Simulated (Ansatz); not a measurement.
**Question.** C in space group P6_3/mmc (No. 194; C on 4f, C on 4f, C on 4e) is relaxed with DFT-PBEsol in the program Ansatz with PAW potentials. What lattice parameters of the conventional cell result?

**Answer.** a = 2.508 Å, c = 12.369 Å.

**Question.** Give the free coordinates with the occupied sites.

**Answer.** In one choice of origin and axes:

```csv
atom,site,symmetry,x,y,z
C,4f,3m.,0.6667,0.3333,0.1451
C,4f,3m.,0.6667,0.3333,0.0208
C,4e,3m.,0.0000,0.0000,0.1869
```

**Question.** Is it a metal or does it have a gap at this level?

**Answer.** A gap of 4.33 eV, indirect.

The workflow started from a Materials Project entry (that database holds measured and hypothetical structures alike). Its sites differ from those of the usual phase in this space group: another stacking or structure type. The PBEsol relaxation kept the symmetry of its start; its stability against distortions is not shown here.

Potentials: the later of the program's two PAW sets.
